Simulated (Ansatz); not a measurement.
C:
```cif
data_C16
_chemical_formula_sum 'C16'
_space_group_name_H-M_alt 'P 1'
_space_group_IT_number 1
_cell_length_a 9.05290
_cell_length_b 2.51597
_cell_length_c 4.14083
_cell_angle_alpha 90.000
_cell_angle_beta 90.000
_cell_angle_gamma 90.000
loop_
_space_group_symop_operation_xyz
  'x, y, z'
loop_
_atom_site_label
_atom_site_type_symbol
_atom_site_fract_x
_atom_site_fract_y
_atom_site_fract_z
_atom_site_occupancy
C1 C 0.81049 0.25000 0.69986 1
C2 C 0.47938 0.25000 0.90840 1
C3 C 0.69498 0.25000 0.42538 1
C4 C 0.03657 0.25000 0.93137 1
C5 C 0.68951 0.75000 0.19986 1
C6 C 0.02062 0.75000 0.40840 1
C7 C 0.80502 0.75000 0.92538 1
C8 C 0.46343 0.75000 0.43137 1
C9 C 0.18951 0.75000 0.30014 1
C10 C 0.52062 0.75000 0.09160 1
C11 C 0.30502 0.75000 0.57462 1
C12 C 0.96343 0.75000 0.06863 1
C13 C 0.31049 0.25000 0.80014 1
C14 C 0.97938 0.25000 0.59160 1
C15 C 0.19498 0.25000 0.07462 1
C16 C 0.53657 0.25000 0.56863 1
```

Relaxed with r²SCAN. The program Ansatz at the r²SCAN level (PAW) gives a gap of 4.53 eV.

Question: What gap does HSE06 give on the same cell (Ansatz, PAW)?

Answer: 5.56 eV, 1.02 eV more. The hybrid was solved on a coarser mesh and at special points; the gap given is the minimum over both.

| k | v1 r²SCAN | c1 r²SCAN | v1 HSE06 | c1 HSE06 |
|---|---|---|---|---|
| Γ | 0.00 | 5.05 | 0.00 | 6.02 |
| X | -0.31 | 5.09 | ___ | ___ |
| Z | -1.29 | 4.76 | ___ | ___ |
| U | -1.38 | 4.53 | -1.42 | 5.56 |
| Y | -3.01 | 5.50 | ___ | ___ |
| S | -3.57 | 6.01 | -3.67 | 6.96 |
| T | -2.75 | 6.66 | ___ | ___ |
| R | -2.95 | 7.13 | -3.03 | 8.16 |

Question: Top valence (v1) and lowest conduction level (c1) in eV from each method's valence maximum (which need not be a listed point): supply the withheld HSE06 values.

Answer: 
- Z, v1 HSE06: -1.33
- Z, c1 HSE06: 5.78
- X, v1 HSE06: -0.32
- X, c1 HSE06: 6.08
- T, v1 HSE06: -2.82
- T, c1 HSE06: 7.60
- Y, v1 HSE06: -3.09
- Y, c1 HSE06: 6.44

Cost on shared cores: the r²SCAN run (SCF on a 3×11×7 mesh, then bands and DOS) very roughly 4 core-minutes, the HSE06 run (SCF on 2×6×4, then a few points) around 6 core-minutes (rough); the tasks are unlike.

Space group Pnma. The start of the workflow was typed in or built on a structure type; neither database checked (COD, Materials Project) lists it. It is not the phase usual at ambient conditions (space group No. 194, 227). Symmetry was held in the r²SCAN relaxation; its stability against distortions is not shown here.

Potentials: the later of the program's two PAW sets.
